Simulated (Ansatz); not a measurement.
Question: Tc (hcp (Mg type), space group No. 194) is relaxed with DFT-LDA in the program Ansatz with PAW potentials. What lattice parameters of the conventional cell result?

Answer: a = 2.710 Å, c = 4.332 Å.

Space group P6_3/mmc (hcp (Mg type)). The LDA relaxation kept the symmetry of its start. The run is not spin-polarised. Axis ratios of metals converge slowly with the k-mesh, so a and c are less sure than the volume.

Potentials: the later of the program's two PAW sets.
